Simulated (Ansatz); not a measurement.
Relaxed BP (zinc blende):

```yaml
crystal:
  lattice:
    - [0.00000, 4.53640, 4.53640]
    - [2.26820, 2.26820, 4.53640]
    - [2.26820, 2.26820, 0.00000]
  atoms:
    - { symbol: P, position: [0.00000, 0.75000, 0.75000] }
    - { symbol: P, position: [0.50000, 0.75000, 0.75000] }
    - { symbol: B, position: [0.00000, 0.00000, 0.00000] }
    - { symbol: B, position: [0.50000, 0.00000, 0.00000] }
```

A phonon eigenvector at X = (0.5, 0.5, 0.0) is frozen into this cell: atom i moves by Q times the vector below, so Q is the largest atomic displacement, in Å. The cell is held. (q is in reciprocal vectors of the primitive cell; the cell shown is doubled to hold the pattern.)

```json
[
 {"atom": "P1", "x": "0.000", "y": "0.000", "z": "-1.000"},
 {"atom": "P2", "x": "0.000", "y": "0.000", "z": "1.000"}
]
```

Atoms not listed stay in place.

All values below come from r2SCAN (plane waves to 500 eV, PAW, scalar-relativistic; Ansatz, a program for electronic structure). k mesh 12×12×12 (Γ-centred), Fermi-Dirac smearing 0.05 eV. BP was relaxed with its symmetry unable to fall. The PAW data are Ansatz's earlier set. 

```tsv
Q (Å)	−dE/dQ from forces (eV/Å)
-0.180	11.619
-0.150	9.794
-0.120	7.902
-0.090	5.963
-0.060	3.992
-0.030	2.001
0.000	0.000
0.030	-2.001
0.060	-3.992
0.090	-5.963
0.120	-7.902
0.150	-9.794
0.180	-11.619
```

**Question.** What harmonic wavenumber does the curvature at Q = 0 give?

**Answer.** 541 cm⁻¹. E″ = 66.76 eV/Å², M = Σ mᵢ|uᵢ|² = 61.9 u, ν̃ = 521.5·√(|E″|/M).

(For displaced atoms, the force is minus the slope of the energy, and its curvature is a force constant, which sets phonon frequencies.)
